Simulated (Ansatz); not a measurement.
Here is the system:

AlN:
```yaml
crystal:
  lattice:
    - [0.00000, 2.00511, 2.00511]
    - [2.00511, 0.00000, 2.00511]
    - [2.00511, 2.00511, 0.00000]
  atoms:
    - { symbol: Al, position: [0.50000, 0.50000, 0.50000] }
    - { symbol: N, position: [0.00000, 0.00000, 0.00000] }
```

This is the LDA-relaxed structure.

All from DFT-LDA in the program Ansatz with PAW potentials, unless another level is named. Predict the vibrational entropy at 300 K.

10.1 J/(K·mol of atoms).

And the Debye temperature from the elastic constants?

1230 K.

Give the zero-point energy.

92.9 meV/atom.

Space group Fm-3m (rock salt). This is a known high-pressure phase of the composition, computed here at zero pressure and temperature. The LDA relaxation kept the symmetry of its start; its stability against distortions is not shown here. The volume moved by -39 % from the start of the relaxation.

Potentials: the earlier of the program's two PAW sets. The files were generated under PBE; for other functionals the program regenerates the frozen cores, and for LDA and PBEsol the local potential too.
